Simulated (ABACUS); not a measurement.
ABACUS run on the (110) slab of Si3N4 (cut from a parent of space group no. 176; 28 atoms in the cell): self-consistent single point.

Method: PBE, numerical atomic orbitals DZP (confined pseudo-atomic orbitals with Gaussian additions; energy shift 0.01 Ry), PseudoDojo 0.5 standard norm-conserving PBE (tails mended) pseudopotentials run with ABACUS.

```yaml
crystal:
  lattice:
    - [2.92379, 0.00000, 0.00000]
    - [0.00000, 13.25575, 0.00000]
    - [0.00000, 0.00000, 20.98720]
  atoms:
    - { symbol: Si, position: [0.25000, 0.95307, 0.39926] }
    - { symbol: Si, position: [0.75000, 0.54693, 0.41957] }
    - { symbol: Si, position: [0.75000, 0.33753, 0.47514] }
    - { symbol: Si, position: [0.25000, 0.16248, 0.34369] }
    - { symbol: Si, position: [0.25000, 0.13446, 0.48529] }
    - { symbol: Si, position: [0.75000, 0.36554, 0.33354] }
    - { symbol: Si, position: [0.25000, 0.45306, 0.58044] }
    - { symbol: Si, position: [0.75000, 0.04693, 0.60074] }
    - { symbol: Si, position: [0.75000, 0.83752, 0.65631] }
    - { symbol: Si, position: [0.25000, 0.66248, 0.52486] }
    - { symbol: Si, position: [0.25000, 0.63446, 0.66646] }
    - { symbol: Si, position: [0.75000, 0.86554, 0.51471] }
    - { symbol: N, position: [0.25000, 0.08333, 0.40942] }
    - { symbol: N, position: [0.75000, 0.41667, 0.40942] }
    - { symbol: N, position: [0.25000, 0.89967, 0.47481] }
    - { symbol: N, position: [0.75000, 0.60033, 0.34402] }
    - { symbol: N, position: [0.75000, 0.91507, 0.36077] }
    - { symbol: N, position: [0.25000, 0.58493, 0.45806] }
    - { symbol: N, position: [0.25000, 0.26541, 0.47654] }
    - { symbol: N, position: [0.75000, 0.23459, 0.34229] }
    - { symbol: N, position: [0.25000, 0.58333, 0.59058] }
    - { symbol: N, position: [0.75000, 0.91667, 0.59058] }
    - { symbol: N, position: [0.25000, 0.39967, 0.65598] }
    - { symbol: N, position: [0.75000, 0.10033, 0.52519] }
    - { symbol: N, position: [0.75000, 0.41508, 0.54193] }
    - { symbol: N, position: [0.25000, 0.08493, 0.63924] }
    - { symbol: N, position: [0.25000, 0.76541, 0.65771] }
    - { symbol: N, position: [0.75000, 0.73459, 0.52346] }
```

Reference input (self-consistent single point, DFT, PBE, numerical atomic orbitals DZP (confined pseudo-atomic orbitals with Gaussian additions; energy shift 0.01 Ry), PseudoDojo 0.5 standard norm-conserving PBE (tails mended) pseudopotentials): basis = DZP numerical atomic orbitals, energy shift 0.01 Ry; KPT = Gamma 5 1 1 0 0 0; basis_type = lcao; ecutwfc = 100 Ry; smearing_method = fd; smearing_sigma = 0.00734986 Ry; potentials = PseudoDojo 0.5 standard norm-conserving PBE (tails mended); symmetry = 1; symmetry_prec = 1e-05; ks_solver = genelpa; scf_nmax = 100; scf_thr = 1.0e-07. This run's input differs from it in these lines:

```diff
@@ -79,3 +79,3 @@
 Gamma
-5 1 1 0 0 0
+5 1 1 0.5 0 0
```

The program printed (abridged):

```
 SELF-CONSISTENT
 -------------------------------------------

                  longest orb rcut (Bohr) = 6.9
   longest nonlocal projector rcut (Bohr) = 1.94
                     search radius (Bohr) = 17.7

                          real space grid = [ 36, 160, 256 ]
                                 init_chg = atomic

 LCAO ALGORITHM --------------- ION=   1  ELEC=   1--------------------------------

 Density error is 0.27308663043
 E_KohnSham     -431.3424544651      -5868.7151700303
 E_Fermi        -0.1921282934        -2.6140395375

 LCAO ALGORITHM --------------- ION=   1  ELEC=   2--------------------------------

   [... lines left out ...]

   [... 29 blocks of this kind left out ...]

 LCAO ALGORITHM --------------- ION=   1  ELEC=  32--------------------------------

 Density error is 1.21493937103e-07
 E_KohnSham     -433.2612493575      -5894.8217138611
 E_Fermi        -0.0467721079        -0.6363671747

 LCAO ALGORITHM --------------- ION=   1  ELEC=  33--------------------------------

 Density error is 7.70484365221e-08
 E_KohnSham     -433.2612493721      -5894.8217140591
 E_KS(sigma->0) -433.2447255098      -5894.5968953796
 E_entropy(-TS) -0.0330477245        -0.4496373591
 E_Fermi        -0.0467712630        -0.6363556789
 charge density convergence is achieved
 final etot is -5894.8217141 eV
 EFERMI = -0.63635567895 eV

 STATE ENERGY(eV) AND OCCUPATIONS    NSPIN == 1
   [... 74 lines left out ...]

 TOTAL-FORCE (eV/Angstrom)
                       Si1         0.0000000000        -1.9474132129        -2.4967685130
                       Si2         0.0000000000         0.4674528594        -0.8325619206
                       Si3         0.0000000000        -0.3160910158         0.5646300284
                       Si4         0.0000000000        -1.0136046499         1.7745350491
                       Si5         0.0000000000         0.0132167803         1.0557069262
                       Si6         0.0000000000         2.3978355709        -1.0881976267
                       Si7         0.0000000000        -0.4674528594         0.8325619206
   [... lines left out ...]

 TOTAL-STRESS (KBAR)
       -10.9312386358         0.0000000000         0.0000000000
         0.0000000000        26.4424590627        -5.4202177967
         0.0000000000        -5.4202177967        26.1292689998
 TOTAL-PRESSURE: 13.880163 KBAR

 --------------------------------------------
 !FINAL_ETOT_IS -5894.8217140591059433 eV
 --------------------------------------------
```

The run converged in 33 iterations. Against the reference run the free energy drops by 2.4 meV/atom and the largest force goes from 3.146 to 3.166 eV/Å.

The atom-centred basis is finite, which shifts total energies and forces against plane waves. Forces above 1 eV/Å remain at this geometry, of which the finite basis can carry a part. No dipole correction was used; where the two faces of such a cut differ, images can couple through a dipole. A shifted mesh samples other points: it can miss Γ, where band edges often lie, and can lower the symmetry, which leaves small forces and shears. This run is one point of a test of settings, so its values need not be converged; read them against the reference run alone. The bare cut can leave dangling bonds, and the run has no spin polarisation, so a lower magnetic or reconstructed surface may exist. No clean gap shows at this smearing width and mesh (spacing up to 0.47 Å⁻¹); the mesh is coarse for partly filled bands, so the values carry mesh errors.

Cost on one core: very roughly 120 core-seconds.

The atomic orbitals were generated for these runs; they are not ABACUS's published sets and were checked against plane waves on a few crystals only.

“Tails mended”: in these copies of the files the far tail of each local potential was reset to the Coulomb form.
